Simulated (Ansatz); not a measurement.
MoPd (L1₀ or tetragonal B2, P4/mmm), DFT-r²SCAN in the program Ansatz with PAW potentials, all energies at zero smearing, with the estimated change up to a 700 eV cutoff added, with one set of potentials and settings (totals compare only within such a set). Cell of 2 atoms (1 Pd, 1 Mo): -11953.277 eV.

```tsv
element	reference phase	E (eV/atom)
Pd	Fm-3m, 1 atoms in the cell	-6985.7628
Mo	Im-3m, 1 atoms in the cell	-4967.6249
```

Formation energy per atom, worked out: (-11953.277 − 1×(-6985.7628) − 1×(-4967.6249))/2 = 0.055 eV/atom (5 kJ per mol of atoms), at 0 K, without zero-point energy or fitted corrections.

The start of the workflow was typed in or built on a structure type; neither database checked (COD, Materials Project) lists it. Whether it is the stable phase at ambient conditions was not checked. The r²SCAN relaxation kept the symmetry of its start; its stability against distortions is not shown here. No spin polarisation was allowed. The references are the lowest solids computed at this level, not always the standard phases.

Potentials: the earlier of the program's two PAW sets.
